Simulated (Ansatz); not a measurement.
Ansatz (a first-principles code) input:

Ansatz 0.2 input:
```yaml
crystal:
  lattice:
    - [2.9013897134, 0.0, 0.0]
    - [-1.4506948567, 2.5126771981, 0.0]
    - [0.0, 0.0, 4.5859014457]
  atoms:
    - { symbol: Ti, position: [0.3333333333, 0.6666666667, 0.25] }
    - { symbol: Ti, position: [0.6666666667, 0.3333333333, 0.75] }
kpoints:
  mp_grid: { grid: [34, 34, 19] }
hamiltonian:
  xc: pbesol
  pseudopotentials: { azcp: { folder: ./paw }, kind: paw }
scf:
  occupations: { method: fermi_dirac, width: 0.1 }
elastic: { mode: relaxed_ion, stencil: two_point, amplitude: 0.005, f_tol: 0.0005 }
```

Output (shortened):

```
Pseudopotential: Ti, paw, valence charge 12
Functional definition: PBEsol
Crystal: 2 atoms, lattice volume = 33.432 Å³
Basis set: ecut = 420 eV, 627 PW (Γ), exchange–correlation on 40×40×64 points (8 copies of the dense FFT grid, shifted against one another)
Bands: 16, of which v1, the nominal top of the filled ones, is band 12 counted from 1 (11 counted from 0)
Symmetry: 24 space group operations
Space group: P63/mmc (ITA 194), of the structure as read, at distance tolerance 3.2e-5 Å
k-points: 1140 of 21964
automatic band count: the SCF goes on with 20 bands, as 16 were too few: the levels above may hold too much charge
SCF 1 converged in 9 iterations: F = -4947.835269 eV  dr2 = 1.72e-14
Crystal: 2 atoms, lattice volume = 33.265 Å³
Bands: 20, of which v1, the nominal top of the filled ones, is band 12 counted from 1 (11 counted from 0)
Symmetry: 8 space group operations
k-points: 3070 of 21964
SCF 2 converged in 8 iterations: F = -4947.834635 eV  dr2 = 9.48e-14
relax step   1: F+E_penalty+E_count = -4947.83463488 eV  Δ(F+E_penalty+E_count) = +0.000e0 eV  max|allowed force component| = 1.418e-2 eV/Å  Δτ_max = 0.0000 Å  (8 SCF iters, accepted)
Crystal: 2 atoms, lattice volume = 33.265 Å³
SCF 3 converged in 7 iterations: F = -4947.834713 eV  dr2 = 1.96e-15
relax step   2: F+E_penalty+E_count = -4947.83471255 eV  Δ(F+E_penalty+E_count) = -7.767e-5 eV  max|allowed force component| = 3.565e-3 eV/Å  Δτ_max = 0.0044 Å  (7 SCF iters, accepted)
Crystal: 2 atoms, lattice volume = 33.265 Å³
SCF 4 converged in 6 iterations: F = -4947.834718 eV  dr2 = 2.64e-14
relax step   3: F+E_penalty+E_count = -4947.83471777 eV  Δ(F+E_penalty+E_count) = -5.217e-6 eV  max|allowed force component| = 1.667e-5 eV/Å  Δτ_max = 0.0015 Å  (6 SCF iters, accepted)
Crystal: 2 atoms, lattice volume = 33.265 Å³
SCF 5 converged in 11 iterations: F = -4947.834718 eV  dr2 = 1.07e-19
Crystal: 2 atoms, lattice volume = 33.600 Å³
SCF 6 converged in 8 iterations: F = -4947.834863 eV  dr2 = 5.31e-14
relax step   1: F+E_penalty+E_count = -4947.83486324 eV  Δ(F+E_penalty+E_count) = +0.000e0 eV  max|allowed force component| = 1.444e-2 eV/Å  Δτ_max = 0.0000 Å  (8 SCF iters, accepted)
Crystal: 2 atoms, lattice volume = 33.600 Å³
SCF 7 converged in 7 iterations: F = -4947.834945 eV  dr2 = 2.21e-15
relax step   2: F+E_penalty+E_count = -4947.83494485 eV  Δ(F+E_penalty+E_count) = -8.160e-5 eV  max|allowed force component| = 6.402e-4 eV/Å  Δτ_max = 0.0059 Å  (7 SCF iters, accepted)
Crystal: 2 atoms, lattice volume = 33.600 Å³
SCF 8 converged in 9 iterations: F = -4947.834945 eV  dr2 = 0.0
relax step   3: F+E_penalty+E_count = -4947.83494501 eV  Δ(F+E_penalty+E_count) = -1.617e-7 eV  max|allowed force component| = 2.637e-6 eV/Å  Δτ_max = 0.0003 Å  (9 SCF iters, accepted)
Crystal: 2 atoms, lattice volume = 33.600 Å³
SCF 9 converged in 12 iterations: F = -4947.834945 eV  dr2 = 0.0
Crystal: 2 atoms, lattice volume = 33.265 Å³
SCF 10 converged in 7 iterations: F = -4947.834443 eV  dr2 = 1.61e-15
Crystal: 2 atoms, lattice volume = 33.600 Å³
Basis set: ecut = 420 eV, 639 PW (Γ), exchange–correlation on 40×40×64 points (8 copies of the dense FFT grid, shifted against one another)
SCF 11 converged in 5 iterations: F = -4947.835059 eV  dr2 = 3.28e-14
Crystal: 2 atoms, lattice volume = 33.432 Å³
Symmetry: 4 space group operations
k-points: 5662 of 21964
SCF 12 converged in 9 iterations: F = -4947.835168 eV  dr2 = 4.49e-15
relax step   1: F+E_penalty+E_count = -4947.83516759 eV  Δ(F+E_penalty+E_count) = +0.000e0 eV  max|allowed force component| = 3.283e-5 eV/Å  Δτ_max = 0.0000 Å  (9 SCF iters, accepted)
Crystal: 2 atoms, lattice volume = 33.432 Å³
SCF 13 converged in 12 iterations: F = -4947.835168 eV  dr2 = 2.71e-19
Crystal: 2 atoms, lattice volume = 33.432 Å³
SCF 14 converged in 9 iterations: F = -4947.835168 eV  dr2 = 4.51e-15
relax step   1: F+E_penalty+E_count = -4947.83516759 eV  Δ(F+E_penalty+E_count) = +0.000e0 eV  max|allowed force component| = 3.283e-5 eV/Å  Δτ_max = 0.0000 Å  (9 SCF iters, accepted)
Crystal: 2 atoms, lattice volume = 33.432 Å³
SCF 15 converged in 12 iterations: F = -4947.835168 eV  dr2 = 3.19e-19
SCF converged after 9 iterations
Free energy (F): -4947.835269 eV
Harris-Foulkes:  -4947.835269 eV  (|F-HF|=1.82e-12)
Internal energy: -4947.761365 eV  (E = F + TS)
E sigma→0 (E₀):  -4947.798317 eV
Entropy (-TS):   -0.073904 eV (-36.952 meV/atom)
Fermi energy:    13.750324 eV
--- Per-component energies (eV) ---
  E_band       = -302.062907
  E_kinetic    = 563.650929
  E_local      = -1704.766067  (includes V_loc(G=0)·N_el)
  E_nonlocal   = 123.888773
  E_hartree    = 676.663314
  E_xc         = -230.853729
  E_vxc        = -290.441987  (∫ρ·V_xc dr)
  E_paw        = -2034.792875  (= ΣΔE_a)
  E_vpaw       = -347.721015  (= ΣTr[D̂ρ^β])
  E_aug_tail   = -0.000162  (compensation charges beyond the density's cutoff)
  E_ewald      = -2341.830318
  E_core_change = 0.278769  (= ΣΔE_core)
  E_smearing   = -0.073904  (= −TS)
  E_closure    = 0.000000  (closes the sum)
  Σ components = -4947.835269   (vs F -4947.835269, Δ=0.00e0)
--- Forces (eV/Å), atoms counted from 1 ---
  atom   1  Ti     0.00000000     0.00000000     0.00000000
  atom   2  Ti     0.00000000     0.00000000     0.00000000
  max |Σ_I F_I| component: 3.70e-17 eV/Å
--- Stress (GPa, compression-positive) ---
        0.104120       0.000000       0.000000
        0.000000       0.104120       0.000000
        0.000000       0.000000       0.291102
  P = ⅓ Tr σ = 0.1664 GPa (1.664 kbar)
--- Band table (eV; the first three rows and the last of 1140) ---
  k-point 0: bands = ["-42.7393", "-42.5735", "-19.4984", "-18.7716", "-18.7716", "-18.6766", "-18.6550", "-18.6550", "7.5014", "10.9890", "14.5660", "14.5660", "14.6698", "14.7186", "15.1019", "15.1019", "15.4623", "15.4623", "17.1033", "17.1033"]
  k-point 1: bands = ["-42.7382", "-42.5747", "-19.4931", "-18.7708", "-18.7708", "-18.6825", "-18.6558", "-18.6558", "7.5258", "10.9798", "14.5517", "14.5517", "14.6234", "14.7046", "15.0875", "15.0875", "15.4930", "15.4930", "17.1057", "17.1057"]
  k-point 2: bands = ["-42.7349", "-42.5781", "-19.4771", "-18.7684", "-18.7684", "-18.6999", "-18.6582", "-18.6582", "7.5987", "10.9498", "14.4960", "14.5153", "14.5153", "14.6631", "15.0460", "15.0460", "15.5778", "15.5778", "17.1112", "17.1112"]
  k-point 1139: bands = ["-42.5606", "-42.5601", "-19.2915", "-19.2903", "-19.0914", "-19.0694", "-18.7931", "-18.7914", "12.3926", "12.4250", "12.6852", "12.7009", "13.5704", "13.5834", "15.4678", "15.5930", "17.1118", "17.1287", "20.7594", "20.7978"]
--- Elastic constants: 3 strain directions × 2 members + reference (group order 24) ---
  dense FFT box of the reference and of every strained cell: 20×20×32
  strains applied: 11, 33, 23; error gains …
  C = ∂σ_k/∂η_j (tension-positive GPa; Voigt order 11 22 33 23 13 12):
       167.782    104.150     82.981      0.000      0.000      0.000
       104.150    167.782     82.981      0.000      0.000      0.000
        83.182     83.182    198.578      0.000      0.000      0.000
         0.000      0.000      0.000     38.802      0.000      0.000
         0.000      0.000      0.000      0.000     38.802      0.000
         0.000      0.000      0.000      0.000      0.000     31.816
  reference stress σ⁰ (GPa):     -0.104     -0.104     -0.291      0.000      0.000      0.000
  moduli (Voigt/Reuss/Hill, GPa): K = 119.42/119.36/119.39   G = 39.47/37.81/38.64   E = 104.64   ν = 0.354
  mechanically stable: yes (min eigenvalue of sym C = 31.82 GPa)
  strain η (Voigt 11):  stress-route row diagonal C_11 = 167.78 GPa, energy-path curvature d²(F+E_count+ΔE)/dδ²/Ω₀ = 167.78 GPa
         δ    σ_11 (GPa)             F (eV)   n_scf  n_hpsi   n_pw
    -5.000e-3      -0.9574       -4947.8347178      11  1069437    677   relax 3 steps, max|allowed force component| 1.67e-5 eV/Å
     5.000e-3       0.7205       -4947.8349450      12  1133637    687   relax 3 steps, max|allowed force component| 2.64e-6 eV/Å
  strain η (Voigt 33):  stress-route row diagonal C_33 = 198.58 GPa, energy-path curvature d²(F+E_count+ΔE)/dδ²/Ω₀ = 198.58 GPa
         δ    σ_33 (GPa)             F (eV)   n_scf  n_hpsi   n_pw
    -5.000e-3      -1.2964       -4947.8344431       7  346988    677   relax 0 steps, max|allowed force component| 7.40e-17 eV/Å
     5.000e-3       0.6893       -4947.8350593       5  263142    681   relax 0 steps, max|allowed force component| 2.78e-16 eV/Å
  strain η (Voigt 23):  stress-route row diagonal C_44 = 38.80 GPa, energy-path curvature d²(F+E_count+ΔE)/dδ²/Ω₀ = 38.90 GPa
         δ    σ_23 (GPa)             F (eV)   n_scf  n_hpsi   n_pw
    -5.000e-3      -0.1940       -4947.8351676      12  2086416    681   relax 1 steps, max|allowed force component| 3.28e-5 eV/Å
     5.000e-3       0.1940       -4947.8351676      12  2086253    681   relax 1 steps, max|allowed force component| 3.28e-5 eV/Å
```

Cost: around 11 core-minutes (rough) on shared cores.

Space group P6_3/mmc (hcp (Mg type)). The PBEsol relaxation kept the symmetry of its start; of distortions, only those at the zone centre were tested. The run is not spin-polarised. As this level gives no gap, shear constants depend on the k-mesh and smearing (Fermi–Dirac, 0.1 eV here). Axis ratios of metals converge slowly with the k-mesh, so a and c are less sure than the volume.

Potentials: the earlier of the program's two PAW sets.

Ansatz is a plane-wave DFT program.
